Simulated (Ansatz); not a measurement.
PbS:
```yaml
crystal:
  lattice:
    - [-2.09817, 2.09817, 2.96520]
    - [2.09817, -2.09817, 2.96520]
    - [2.09817, 2.09817, -2.96520]
  atoms:
    - { symbol: Pb, position: [0.00000, 0.00000, 0.00000] }
    - { symbol: S, position: [0.50000, 0.50000, 0.00000] }
```

This is the PBE+D3(BJ)-relaxed structure.

Q: All from PBE+D3(BJ) (plane waves, PAW; program Ansatz), unless another level is named. Estimate the electron effective mass.

A: 0.12, 0.16, 0.16 mₑ (principal values).

Q: Next, the gap with spin–orbit coupling?

A: 0.08 eV.

Q: Next, the weight of the valence-edge state by species (Voronoi cells)?

A: S 69 %, Pb 31 %.

Q: Give the Z2 indices of the occupied bands with spin–orbit coupling.

A: 0;(000).

Space group Fm-3m (rock salt). The PBE+D3(BJ) relaxation kept the symmetry of its start; of distortions, only those at the zone centre were tested. Scalar-relativistic: spin–orbit coupling is off unless named, which matters more the heavier the elements.

Potentials: the later of the program's two PAW sets.
